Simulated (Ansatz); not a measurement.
The relaxed structure here is a generated cell of AlPt: the first start was made by placing the elements on the sites of a structure type, and the end was not matched to a known phase here, so it may be hypothetical.

The start is a generated cell, AlPt placed in the AFLOW prototype AB_hP6_154_a_b (B9, as in HgS). A full variable-cell relaxation at zero pressure is run with PBEsol (plane waves to 420 eV, PAW, scalar-relativistic; Ansatz, a program for electronic structure). First-step values are on the input's coarse k-mesh.

Ansatz input (later rounds restart from its end on a renewed k-mesh):
Ansatz 0.2 input:
```yaml
crystal:
  lattice:
    - [3.5381058, 0, 0]
    - [-1.7690529, 3.0640895, 0]
    - [0, 0, 8.1056339]
  atoms:
    - { symbol: Pt, position: [0.7198, 0, 0.66666667] }
    - { symbol: Pt, position: [0, 0.7198, 0.33333333] }
    - { symbol: Pt, position: [0.2802, 0.2802, 0] }
    - { symbol: Al, position: [0.4889, 0, 0.16666667] }
    - { symbol: Al, position: [0, 0.4889, 0.83333333] }
    - { symbol: Al, position: [0.5111, 0.5111, 0.5] }
basis: { ecutwfc: 420, ecutrho_ratio: 4, xc_grid: 2, fft_grid_basis: typed }
kpoints: { mp_grid: { grid: [11, 11, 4] } }
hamiltonian:
  xc: pbesol
  dispersion: none
  pseudopotentials: { kind: paw }
scf: { occupations: { method: fermi_dirac, width: 0.05 } }
relax: { f_tol: 0.01, max_steps: 100, cell: { stress_tol: 0.02 } }
output: { forces: true, stress: true }
```

Initial pressure: +56.0 GPa (positive: the cell is compressed)
Outcome: The space group goes from P3₂21 (No. 154) to Fm-3m (No. 225); the end is rock salt type, with 2 atoms in the primitive cell
Energy released: 1.46 eV/atom
Volume change: +11.9 %, from 14.65 to 16.40 Å³/atom
Shortest distances (start → end): The closest pairs of elements (up to four, under 3.6 Å), start → end: Al–Pt 2.02 → 2.54 Å; Pt–Pt 3.20 → 3.59 Å; Al–Al 3.23 → 3.59 Å
Optimiser moves: 15

Final structure:

Space group Fm-3m (No. 225); a = b = c = 5.0808 Å, α = β = γ = 90.00°

```json
[
 {"atom": "Pt", "site": "4a", "symmetry": "m-3m", "x": "0.0000", "y": "0.0000", "z": "0.0000"},
 {"atom": "Al", "site": "4b", "symmetry": "m-3m", "x": "0.5000", "y": "0.5000", "z": "0.5000"}
]
```
(The calculation used a cell of 2 atoms; values per cell refer to that cell.)

Final values are on a 16×16×16 k-mesh of the relaxed cell. No spin polarisation in the result.

The run could not lower the symmetry of its start; a shaken copy of this end point relaxes with PBEsol to R-3m (No. 166), 0.23 eV/atom lower.
